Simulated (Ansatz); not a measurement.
**Two-dimensional strain map in Si**

Level of theory: DFT r2SCAN, scalar-relativistic, plane waves, PAW (Ansatz). Settings: plane waves to 500 eV, k-mesh 24×24×10 (Γ-centred), Gaussian smearing 0.15 eV. No spin polarisation. Energies are free energies at this smearing, counted from the undisturbed cell; pressure is positive in compression.

Reference structure (as given, not relaxed at this level; it stands at -1.0 GPa; this form isn't the usual structure):

```
Si
1.0
     2.66558    0.00000    0.00000
    -1.33279    2.30846    0.00000
     0.00000    0.00000    4.50627
Si
2
Direct
  0.33333 0.66667 0.25000
  0.66667 0.33333 0.75000
```

The cell is strained by p along both x and y and by q along z, fractional coordinates fixed. Points are written (p, q).

Energy above the undisturbed cell in meV/atom (a dash: not computed):

| p \ q | -0.050 | -0.025 | 0.000 | 0.025 | 0.050 |
| --- | --- | --- | --- | --- | --- |
| -0.050 | 92.6 | 59.9 | 41.5 | 31.1 | ? |
| -0.025 | 39.5 | 16.6 | 5.4 | 3.8 | ? |
| 0.000 | 15.8 | 4.2 | 0.0 | 3.3 | 13.9 |
| 0.025 | ? | 13.1 | 17.4 | 25.6 | 39.7 |
| 0.050 | 28.4 | 36.7 | ? | 65.3 | 83.1 |

(1) Fill in the withheld energies.

## Answers

(1) (-0.050, 0.050): 27.8; (-0.025, 0.050): 7.1; (0.025, -0.050): 13.3; (0.050, 0.000): 50.0.